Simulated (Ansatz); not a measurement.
Relaxed-ion elastic tensor of SiRu in space group P2_13 (No. 198; Si on 4a, Ru on 4a) in GPa (Voigt order), plane-wave PAW LDA (Ansatz code); density 8.46 g/cm³, 12.68 Å³ per atom.

```
337  187  187  0.0  0.0  0.0
187  337  187  0.0  0.0  0.0
187  187  337  0.0  0.0  0.0
0.0  0.0  0.0  148  0.0  0.0
0.0  0.0  0.0  0.0  148  0.0
0.0  0.0  0.0  0.0  0.0  148
```

Q: Is the crystal mechanically stable?

A: Yes: the smallest eigenvalue of C is 148 GPa.

Q: Work out the Voigt, Reuss and Hill averages.

A: K_V = 237, K_R = 237, K_H = 237; G_V = 119, G_R = 106, G_H = 113 GPa.

Q: Give Young's modulus, Poisson's ratio, Pugh's ratio and the universal anisotropy index.

A: E = 9KG/(3K + G) = 292 GPa; ν = 0.30; K/G = 2.11 (ductile by the Pugh limit of 1.75); A_U = 5G_V/G_R + K_V/K_R − 6 = 0.59.

Q: Estimate the sound speeds and the Debye temperature.

A: v_l = √((K + 4G/3)/ρ) = 6770 m/s, v_t = √(G/ρ) = 3650 m/s, mean 4070 m/s; Θ = (h/k)(3n/4πV)^(1/3) v_m = 520 K.

Q: Give the Zener ratio and Young's modulus along [100], [110] and [111].

A: A = 2C44/(C11 − C12) = 1.98; 1/E = S11 − 2(S11 − S12 − S44/2)Γ with Γ = 0, 1/4, 1/3 gives 203, 306, 368 GPa.

Q: Solve the Christoffel equation for the three sound speeds along [100], [110], [111].

A: Eigenvalues of C_ijkl n_j n_l equal ρv². In km/s, slowest first: [100] 4.19, 4.19, 6.31; [110] 2.97, 4.19, 6.97; [111] 3.43, 3.43, 7.17.

The LDA relaxation kept the symmetry of its start; phonons on a q-mesh show no instability. No spin polarisation was allowed.

Potentials: the later of the program's two PAW sets.
